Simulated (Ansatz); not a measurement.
The relaxed structure here is a generated cell of SnO: the first start was made by placing the elements on the sites of a structure type, and the end was not matched to a known phase here, so it may be hypothetical. Known forms of SnO include space group No. 129.

The end point of a relaxation of SnO. Space group Pm-3m (No. 221), CsCl type. Computed with PBE (plane waves to 420 eV, PAW, scalar-relativistic; Ansatz, a quantum-chemistry and plane-wave program).

```cif
data_OSn
_chemical_formula_sum 'Sn1 O1'
_space_group_name_H-M_alt 'Pm-3m'
_space_group_IT_number 221
_space_group_name_Hall '-P 4 2 3'
_cell_length_a 3.13164
_cell_length_b 3.13164
_cell_length_c 3.13164
_cell_angle_alpha 90.000
_cell_angle_beta 90.000
_cell_angle_gamma 90.000
loop_
_atom_site_label
_atom_site_type_symbol
_atom_site_symmetry_multiplicity
_atom_site_Wyckoff_symbol
_atom_site_fract_x
_atom_site_fract_y
_atom_site_fract_z
_atom_site_occupancy
Sn1 Sn 1 a 0.00000 0.00000 0.00000 1
O1 O 1 b 0.50000 0.50000 0.50000 1
```

```json
{
 "volume_per_atom": "15.36 Å³",
 "band_gap": "no gap on the sampled points, where the bands overlap only slightly; such a result is sensitive to mesh and level",
 "shortest_distances": "O–Sn 2.71 Å; O–O 3.13 Å; Sn–Sn 3.13 Å",
 "k-mesh": "11×11×11"
}
```

No spin polarisation in the result.

The run could not lose the symmetry of its start, so the end can be a saddle point.

All atoms sit on sites fixed by symmetry, so only the cell could relax.
